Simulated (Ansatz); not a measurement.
A distorted cell of Y (hcp, Mg type):

```
Y
1.0
    7.36515     0.00000     0.00000
   -1.84129     3.18920     0.00000
    0.00000     0.00000     5.69848
Y
4
Direct
  0.16667   0.66667   0.75000
  0.76307   0.66667   0.75000
  0.33333   0.33333   0.25000
  0.83333   0.33333   0.25000
```

Calculation: r2SCAN (plane waves to 500 eV, PAW, scalar-relativistic; Ansatz, a program for electronic structure). k mesh 6×12×7 (Γ-centred), Fermi-Dirac smearing 0.05 eV. E stands for the smeared free energy. Stress and pressure are positive under compression. With partly filled bands, energies and forces of such displacements shift with the k mesh and the smearing. Y is run without spin polarisation. Y was relaxed with its symmetry unable to fall.

What forces act on the atoms (eV/Å, Cartesian)?


| atom | Fx | Fy | Fz |
|---|---|---|---|
| Y1 | 1.548 | 0.249 | 0.000 |
| Y2 | -2.088 | -0.049 | 0.000 |
| Y3 | -0.042 | 0.109 | 0.000 |
| Y4 | 0.581 | -0.309 | 0.000 |

Give the stress tensor in GPa and the pressure.


```
    2.8     -1.1      0.0
   -1.1     -0.7      0.0
    0.0      0.0      0.5
```
The pressure, a third of the trace, is 0.8 GPa.

In it atom 2 sits (0.710, 0.000, 0.000) Å away from its relaxed site. What is its energy relative to the relaxed cell?

777 meV/cell.

(For displaced atoms, the force is minus the slope of the energy, and its curvature is a force constant, which sets phonon frequencies.)
